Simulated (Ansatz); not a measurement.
Geometry optimisation in Ansatz: input, command and trajectory.

```yaml
crystal:
  lattice:
    - [-2.0154999656, 2.0154999656, 4.4130866444]
    - [2.0154999656, -2.0154999656, 4.4130866444]
    - [2.0154999656, 2.0154999656, -4.4130866444]
  atoms:
    - { symbol: Sc, position: [0.0, 0.0, 0.0] }
    - { symbol: Al, position: [0.75, 0.25, 0.5] }
    - { symbol: Al, position: [0.25, 0.75, 0.5] }
    - { symbol: Al, position: [0.5, 0.5, 0.0] }
basis:
  ecutwfc: 420
kpoints:
  mp_grid: { grid: [14, 14, 14] }
hamiltonian:
  xc: pbesol
scf:
  occupations: { method: gaussian, width: 0.1 }
output:
  forces: true
  stress: true
  eigenvalues: true
relax:
  adjacent_minimum: "off"
  f_tol: 0.01
  max_steps: 30
  cell: { stress_tol: 0.1, fix: [volume] }
```

```bash
ansatz run input.yaml --threads 1 --pin off --max-ram 2560MiB --backend cpu --events-out ev --progress --plain --runs-dir out
```

The calculation used DFT PBEsol, scalar-relativistic, plane waves, PAW in Ansatz.

The volume is held at 1.03 times that of the relaxed cell.

Of 3 frames 3 are shown, positions in Å and forces in eV/Å; the SCF threshold varies from step to step. Steps run on the plane waves of an earlier cell, with a Pulay correction in the pressure. The basis is chosen afresh for the last frame, the zero of the energies, and at times for earlier ones too; energy and pressure step there, also at an unchanged geometry.

```xyz
4
Lattice="-2.0155 2.0155 4.4131 2.0155 -2.0155 4.4131 2.0155 2.0155 -4.4131" Properties=species:S:1:pos:R:3:forces:R:3 pbc="T T T" step=1 free_energy_over_end_meV_per_atom=0.01 pressure_GPa=-2.45
Sc    0.0000    0.0000    0.0000    0.0000    0.0000    0.0000
Al    0.0000    2.0155    2.2065    0.0000    0.0000    0.0000
Al    2.0155    0.0000    2.2065    0.0000    0.0000    0.0000
Al    0.0000    0.0000    4.4131    0.0000    0.0000    0.0000
4
Lattice="-2.0137 2.0137 4.4210 2.0137 -2.0137 4.4210 2.0137 2.0137 -4.4210" Properties=species:S:1:pos:R:3:forces:R:3 pbc="T T T" step=2 free_energy_over_end_meV_per_atom=0.00 pressure_GPa=-2.44
Sc    0.0000    0.0000    0.0000    0.0000    0.0000    0.0000
Al    0.0000    2.0137    2.2105    0.0000    0.0000    0.0000
Al    2.0137    0.0000    2.2105    0.0000    0.0000    0.0000
Al    0.0000    0.0000    4.4210    0.0000    0.0000    0.0000
4
Lattice="-2.0137 2.0137 4.4210 2.0137 -2.0137 4.4210 2.0137 2.0137 -4.4210" Properties=species:S:1:pos:R:3:forces:R:3 pbc="T T T" step=3 free_energy_over_end_meV_per_atom=0.00 pressure_GPa=-2.44
Sc    0.0000    0.0000    0.0000    0.0000    0.0000    0.0000
Al    0.0000    2.0137    2.2105    0.0000    0.0000    0.0000
Al    2.0137    0.0000    2.2105    0.0000    0.0000    0.0000
Al    0.0000    0.0000    4.4210    0.0000    0.0000    0.0000
```

The run took 23 s on 1 thread of Intel(R) Xeon(R) 6975P-C (Granite Rapids), on a shared host, peak memory 0.58 GiB.